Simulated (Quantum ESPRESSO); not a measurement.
```xyz
5
Lattice="5.7802 0.0000 0.0000 0.0000 5.7802 0.0000 0.0000 0.0000 5.7802" Properties=species:S:1:pos:R:3 pbc="T T T"
Br     2.8901     0.0000     2.8901
Br     0.0000     2.8901     2.8901
Br     2.8901     2.8901     0.0000
Sn     2.8901     2.8901     2.8901
Cs     0.0000     0.0000     0.0000
```

Cell and atoms were relaxed with PBEsol from Materials Project entry mp-27214, within its symmetry.

**Question.** What does PBE (stringent potentials; Quantum ESPRESSO, PseudoDojo norm-conserving, 102 Ry, no spin-orbit coupling) give for the electronic structure near the Fermi level?

**Answer.** The PBE gap is direct, 0.35 eV at R. Spin-orbit splittings are left out. The cell is held in this high symmetry; tilts and polar distortions were not searched.

The structure is a Materials Project entry; no match was found in the copy of COD used, and its stability was not checked.
